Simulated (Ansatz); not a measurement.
# Zr: from a starting cell to a relaxed one

The start is a generated cell, Zr placed in the AFLOW prototype A_cI16_220_c (as in Li). The cell and all atomic positions are relaxed at zero pressure with r2SCAN (plane waves to 500 eV, PAW, scalar-relativistic; Ansatz, a program for electronic structure). The first steps use a coarse 7×7×7 k-mesh.

Initial structure:
```yaml
crystal:
  lattice:
    - [-3.59571, 3.59571, 3.59571]
    - [3.59571, -3.59571, 3.59571]
    - [3.59571, 3.59571, -3.59571]
  atoms:
    - { symbol: Zr, position: [0.40200, 0.40200, 0.40200] }
    - { symbol: Zr, position: [0.50000, 0.00000, 0.09800] }
    - { symbol: Zr, position: [0.00000, 0.09800, 0.50000] }
    - { symbol: Zr, position: [0.09800, 0.50000, 0.00000] }
    - { symbol: Zr, position: [0.90200, 0.90200, 0.90200] }
    - { symbol: Zr, position: [0.50000, 0.00000, 0.59800] }
    - { symbol: Zr, position: [0.00000, 0.59800, 0.50000] }
    - { symbol: Zr, position: [0.59800, 0.50000, 0.00000] }
```

```json
{
 "initial_pressure": "+2.5 GPa (positive: the cell is compressed)",
 "largest_initial_force": "1.51 eV/Å, on Zr1, Zr2, Zr3, Zr4, Zr5, Zr6, Zr7, Zr8 (atoms numbered as listed)",
 "outcome": "The space group stays I-43d (No. 220) (the run could not lower it); the end is AFLOW prototype A_cI16_220_c (as in Li), with 8 atoms in the primitive cell",
 "energy_released": "0.31 eV/atom",
 "optimiser_moves": "6"
}
```

Final values are on a 9×9×9 k-mesh of the relaxed cell. No spin polarisation in the result.

The run could not lose the symmetry of its start: the end is stationary, and may be a saddle point rather than a minimum.

The relaxed structure here is a generated cell of Zr: the first start was made by placing the elements on the sites of a structure type, and the end was not matched to a known phase here, so it may be hypothetical. Known forms of Zr include space group No. 194.
